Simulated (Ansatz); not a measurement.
What DFT gives for Tl$_{2}$CdSnF$_{4}$

```xyz
8
Lattice="-3.6590 3.6590 3.1344 3.6590 -3.6590 3.1344 3.6590 3.6590 -3.1344" Properties=species:S:1:pos:R:3 pbc="T T T"
Tl    0.0000    3.6590    0.0000
Tl    3.6590    0.0000    0.0000
Cd    0.0000    0.0000    3.1344
Sn    0.0000    0.0000    0.0000
F     1.3325    1.3325    1.5018
F     1.3325   -1.3325    4.7669
F     2.3264    2.3264   -1.6326
F    -1.3325    1.3325    4.7669
```

Method: PBEsol, no spin polarisation; PAW, plane waves to 420 eV, 6×6×6 Γ-centred mesh, methfessel-paxton occupations (width 0.1306 eV) (Ansatz 0.2.0), atoms fixed.

Question: How is the charge shared?

Answer: Bader charges in e: Tl +0.62, Cd +0.65, Sn +1.29, F -0.80. In the mean Sn gives up most and F takes most.

Question: What do density and ELF say about some of the short contacts?

Answer: Sn–F at 2.41 Å: least valence density 0.30 e/Å³ and ELF 0.17 there. Cd–F at 2.49 Å: least valence density 0.23 e/Å³ and ELF 0.09 there. Tl–F at 3.07 Å: least valence density 0.09 e/Å³ and ELF 0.05 there. Both are smooth PAW fields, read partly inside the augmentation spheres.

Question: Metal or insulator?

Answer: It is a metal, with about 2.5 states/eV a cell as the mean within 0.25 eV of the Fermi level, mostly Tl p (33 %), Cd s (24 %) and F p (17 %).

Question: Where is the largest force?

Answer: The largest is on F8 (and as large on other atoms): 0.35 eV/Å, components (0.03, -0.03, 0.34). It makes 44° with the line to a nearest neighbour, Sn4 at 2.41 Å, pointing towards it.

Question: Is it stable against the elements?

Answer: -1.30 eV an atom against the elements' usual phases (free molecules for gases, crystals otherwise, with no correction for O₂ or N₂), so it is bound against them; other compounds may still compete. Relaxing would lower it.

Origin: a known structure type with other elements, at an estimated volume, so it need not be a known compound. Caveats: many states at the Fermi level without spin polarisation, so a magnetic state may lie lower.
